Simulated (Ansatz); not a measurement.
An Ansatz input and the part of its output that reports the observables at the nuclei.

The cell is an entry of the Crystallography Open Database (COD), ions relaxed with PBE at fixed cell.

```yaml
crystal:
  lattice:
    - [7.6272, 0.0, 0.0]
    - [-3.8136, 6.6053489597, 0.0]
    - [0.0, 0.0, 2.9182]
  atoms:
    - { symbol: Si, position: [0.1742808572, 0.7681924868, 0.25] }
    - { symbol: Si, position: [0.4060883705, 0.1742808572, 0.75] }
    - { symbol: Si, position: [0.2318075132, 0.4060883705, 0.25] }
    - { symbol: Si, position: [0.8257191428, 0.2318075132, 0.75] }
    - { symbol: Si, position: [0.5939116295, 0.8257191428, 0.25] }
    - { symbol: Si, position: [0.7681924868, 0.5939116295, 0.75] }
    - { symbol: "N", position: [0.3333333333, 0.6666666667, 0.25] }
    - { symbol: "N", position: [0.6666666667, 0.3333333333, 0.75] }
    - { symbol: "N", position: [0.3297425889, 0.0301951809, 0.25] }
    - { symbol: "N", position: [0.299547408, 0.3297425889, 0.75] }
    - { symbol: "N", position: [0.9698048191, 0.299547408, 0.25] }
    - { symbol: "N", position: [0.6702574111, 0.9698048191, 0.75] }
    - { symbol: "N", position: [0.700452592, 0.6702574111, 0.25] }
    - { symbol: "N", position: [0.0301951809, 0.700452592, 0.75] }
kpoints:
  mp_grid: { grid: [4, 4, 9] }
scf:
  occupations: { method: fermi_dirac, width: 0.02 }
hamiltonian:
  xc: r2scan
  pseudopotentials: { kind: paw }
output:
  forces: true
  stress: true
  populations: true
  efg:
    quadrupole_moments_barn: { "N": 0.02044 }
    contact_densities: true
```

```sh
ansatz run input.yaml --threads 1 --pin off --max-ram 2560MiB --backend cpu --events-out ev --progress --plain --runs-dir out
```

Of the output, the block on the nuclei alone is shown; the set-up, the SCF iterations, energies, forces and stress are cut. One atom of each set with nearly equal values is shown.

```
--- PAW observables at the nuclei: V_zz in 10²¹ V/m², potentials from the cell's mean, atoms counted from 1 ---
  atom   1  Si V_zz =    +0.963575   η = 0.4289   by run symmetry: allowed
            electrostatic potential = -1358.963643 V   contact ρ = 12782.636975 e/Å³
  atom   7  N  V_zz =    -5.050724   η = 0.0000   by run symmetry: allowed   C_q = -2.4963 MHz
            electrostatic potential = -516.202260 V   contact ρ = 1408.266590 e/Å³
  atom   9  N  V_zz =    -5.028635   η = 0.0829   by run symmetry: allowed   C_q = -2.4853 MHz
            electrostatic potential = -515.784342 V   contact ρ = 1408.212856 e/Å³
```

The run took 28 s of wall time (28 s of CPU time) and 0.82 GiB at its peak, on 1 thread of Arm Neoverse V1 (aarch64; 8 cores open to the job, memory cap 2.5 GiB, no GPU), a shared host with a load of 0.2 a core.
